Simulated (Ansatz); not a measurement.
**Notes on Cs$_{2}$KBiSe$_{6}$**

```yaml
crystal:
  lattice:
    - [0.00000, 5.34801, 5.34801]
    - [5.34801, 0.00000, 5.34801]
    - [5.34801, 5.34801, 0.00000]
  atoms:
    - { symbol: Se, position: [0.76000, 0.24000, 0.24000] }
    - { symbol: Se, position: [0.24000, 0.76000, 0.24000] }
    - { symbol: Se, position: [0.24000, 0.76000, 0.76000] }
    - { symbol: Se, position: [0.76000, 0.24000, 0.76000] }
    - { symbol: Se, position: [0.24000, 0.24000, 0.76000] }
    - { symbol: Se, position: [0.76000, 0.76000, 0.24000] }
    - { symbol: K, position: [0.50000, 0.50000, 0.50000] }
    - { symbol: Bi, position: [0.00000, 0.00000, 0.00000] }
    - { symbol: Cs, position: [0.25000, 0.25000, 0.25000] }
    - { symbol: Cs, position: [0.75000, 0.75000, 0.75000] }
```

Method: PBE, no spin polarisation; PAW, plane waves to 420 eV, 6×6×6 Γ-centred mesh, fermi-dirac occupations (width 0.0243 eV) (Ansatz 0.2.0), atoms fixed.

Task: Which atom feels the largest force, and which way?

Result: The largest is on Se4 (and as large on other atoms): 0.50 eV/Å, components (0.00, -0.50, 0.00). It makes 180° with the line to a nearest neighbour, Bi8 at 2.57 Å, pointing away from it.

Task: What happens at the Fermi level?

Result: It is a metal, with about 10 states/eV a cell as the mean within 0.25 eV of the Fermi level, mostly Se p (97 %).

Task: What is the formation energy?

Result: -0.06 eV an atom against the elements' usual phases (free molecules for gases, crystals otherwise, with no correction for O₂ or N₂), so it is bound against them; other compounds may still compete. Relaxing would lower it.

Task: What does the stress say?

Result: The pressure is 8.1 GPa (compression positive), so with the atoms held at these fractions the cell would first expand.

Origin: a known structure type with other elements, at an estimated volume, so it need not be a known compound. Caveats: many states at the Fermi level without spin polarisation, so a magnetic state may lie lower.
